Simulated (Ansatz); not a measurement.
# Notes on SrHAu

```xyz
6
Lattice="3.9228 0.0000 0.0000 0.0000 3.9228 0.0000 0.0000 0.0000 7.5835" Properties=species:S:1:pos:R:3 pbc="T T T"
Sr    0.0000    1.9614    1.5167
Sr    1.9614    0.0000    6.0668
H     0.0000    0.0000    0.0000
H     1.9614    1.9614    0.0000
Au    0.0000    1.9614    5.3084
Au    1.9614    0.0000    2.2750
```

Level: RPBE, no spin polarisation; 420 eV; 7×7×4 Γ-centred mesh; fermi-dirac occupations (width 0.1 eV); Ansatz 0.2.0, fixed geometry.

**Question.** Describe some of the short contacts.

**Answer.** Sr–H at 2.48 Å: least valence density 0.15 e/Å³ and ELF 0.11 there, a closed-shell (ionic or weak) contact. H–H at 2.77 Å: least valence density 0.07 e/Å³ and ELF 0.09 there, a closed-shell (ionic or weak) contact. Sr–Au at 2.88 Å: least valence density 0.23 e/Å³ and ELF 0.12 there. These are pseudo-fields; inside the PAW spheres they differ from the all-electron ones.

**Question.** Is it stable against the elements?

**Answer.** -0.20 eV an atom against the elements' usual phases (free molecules for gases, crystals otherwise, with no correction for O₂ or N₂), so it is bound against them; other compounds may still compete. Relaxing would lower it.

**Question.** Where is the largest force?

**Answer.** The largest is on Au5 (and as large on other atoms): 1.45 eV/Å, components (0.00, 0.00, -1.45). It makes 105° with the line to a nearest neighbour, Sr2 at 2.88 Å.

**Question.** Give the Bader charges.

**Answer.** Bader charges in e: Sr +1.39, H -0.63, Au -0.76. In the mean Sr gives up most and Au takes most.

**Question.** Is the cell too large or too small?

**Answer.** The pressure is 12.2 GPa (compression positive), so with the atoms held at these fractions the cell would first expand; the forces are large, so a full relaxation may end otherwise. The principal stresses 1.0, 17.7, 17.7 GPa differ, so its shape would change too.

**Question.** Is there a gap, and of what kind?

**Answer.** The gap is 0.63 eV, direct at the points sampled. A semilocal functional usually gives too small a gap.

Origin: a known structure type with other elements, at an estimated volume, so it need not be a known compound. Caveats: no spin-orbit coupling, which can shift this gap by tenths of an eV; forces of this functional can be a tenth off on these datasets.
